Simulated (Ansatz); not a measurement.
**Is this HfSn₃S₈ structure stable?**

The cell was found from a structure generator's guess, not taken from experiment.

Computed with Ansatz 0.2.0, DFT PBE, scalar-relativistic, plane waves, PAW. Plane waves to 420 eV, a 6×6×4 mesh through Γ for the 12-atom cell and 0.02 eV Gaussian smearing; no spin polarisation.

```cif
data_structure
_symmetry_space_group_name_H-M 'P 1'
_symmetry_Int_Tables_number 1
_cell_length_a 7.3978
_cell_length_b 7.3978
_cell_length_c 6.8167
_cell_angle_alpha 90.000
_cell_angle_beta 90.000
_cell_angle_gamma 120.000
_cell_volume 323.08
loop_
_atom_site_label
_atom_site_type_symbol
_atom_site_fract_x
_atom_site_fract_y
_atom_site_fract_z
_atom_site_occupancy
Hf1 Hf 0.00000 0.00000 0.00000 1
Sn1 Sn 0.50000 0.50000 0.00000 1
Sn2 Sn 0.50000 0.00000 0.00000 1
Sn3 Sn 0.00000 0.50000 0.00000 1
S1 S 0.66932 0.83466 0.21656 1
S2 S 0.66667 0.33333 0.21488 1
S3 S 0.16534 0.83466 0.21656 1
S4 S 0.16534 0.33068 0.21656 1
S5 S 0.83466 0.66932 0.78344 1
S6 S 0.83466 0.16534 0.78344 1
S7 S 0.33333 0.66667 0.78512 1
S8 S 0.33068 0.16534 0.78344 1
```

The zero of energy is the elements' standard structures at the same level; no fitted shifts are applied. The references include grey tin.

Q: These tests were run: energy against the elements; phonons at Γ. What do they show?

A:

```tsv
test	result
energy against the elements	−0.635 eV/atom
phonons at Γ	lowest optical mode 27 cm⁻¹
```

It fails none of these tests. Whether a mixture of other phases lies lower isn't tested here. Phonons away from Γ weren't computed.

Weakly bound directions are ill-defined at this level, which has no dispersion term. Spin–orbit coupling, which can matter for Hf, is left out. The reference form of S is held partly by dispersion forces, which this level lacks. The run for the phonons used a 6×6×4 k mesh.
